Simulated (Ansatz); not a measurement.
Structure types of W were relaxed at one common pressure (all-electron LAPW in Ansatz 0.2.0 under PBEsol, scalar-relativistic, no spin polarisation, zero temperature). They take these volumes:

```
            type  space group  V (Å³/atom)
             fcc        Fm-3m        14.65
             bcc        Im-3m        14.47
             hcp     P6_3/mmc        14.69
           omega       P6/mmm        14.71
              sc        Pm-3m        15.99
simple hexagonal       P6/mmm        15.30
```

At about which pressure, and is the densest type also the lowest in enthalpy?

31 GPa. The densest is bcc, and it is also the lowest in enthalpy among these.
